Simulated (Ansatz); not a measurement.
Total density of states per atom from r²SCAN in the plane-wave PAW code Ansatz, in 0.25 eV bins, energy from the Fermi level:

```
E (eV) | states/eV/atom
    -7.85 | ## 0.18
    -7.60 | ## 0.18
    -7.35 | ## 0.23
    -7.10 | ## 0.21
    -6.85 | ## 0.18
    -6.60 | ## 0.19
    -6.35 | ## 0.23
    -6.10 | #### 0.37
    -5.85 | ### 0.33
    -5.60 | #### 0.34
    -5.35 | ### 0.30
    -5.10 | ## 0.24
    -4.85 | ## 0.22
    -4.60 | ## 0.19
    -4.35 | ## 0.18
    -4.10 | ## 0.16
    -3.85 | ## 0.23
    -3.60 | ### 0.24
    -3.35 | ### 0.29
    -3.10 | ### 0.33
    -2.85 | #### 0.40
    -2.60 | #### 0.42
    -2.35 | ##### 0.52
    -2.10 | ####### 0.65
    -1.85 | ##### 0.49
    -1.60 | ###### 0.56
    -1.35 | ##### 0.46
    -1.10 | #### 0.35
    -0.85 | #### 0.38
    -0.60 | ### 0.30
    -0.35 | ### 0.29
    -0.10 | ## 0.16
     0.15 | ## 0.21
     0.40 | ### 0.30
     0.65 | #### 0.34
     0.90 | ###### 0.55
     1.15 | ###### 0.62
     1.40 | ######### 0.83
     1.65 | ######## 0.80
     1.90 | ############# 1.22
     2.15 | ######################## 2.30
     2.40 | ############################## 2.89
     2.65 | ############### 1.44
     2.90 | ######### 0.84
     3.15 | ######## 0.80
     3.40 | ###### 0.59
```

Which compound is it?
A. LaGa3Pd, I-4m2 (La on 2a, Ga on 4e, Ga on 2c, Pd on 2d)
B. Ti10Ga3Sb3, P-62m (Pearson symbol hP16)
C. LaAs2, P2_1/c (La on 4e, As on 4e, As on 4e)
D. LaGa6, P4/nbm (La on 2c, Ga on 4g, Ga on 8m)

D, LaGa6, P4/nbm (La on 2c, Ga on 4g, Ga on 8m). Within 0.5 eV of the Fermi level: Ga 4p 50 %, La 5d 27 %, Ga 4s 13 %, La 4f 6 %. Projections are on Löwdin-orthogonalised atomic valence shells; empty p or d shells of many metals are not among them.

The workflow started from a Materials Project entry (that database holds measured and hypothetical structures alike); the Crystallography Open Database copy checked does not list it. Whether it is the stable phase at ambient conditions was not checked. Symmetry was held in the r²SCAN relaxation; whether a distortion lowers the energy is not shown. Scalar-relativistic: spin–orbit coupling is off unless named, which matters more the heavier the elements.

Potentials: the later of the program's two PAW sets.
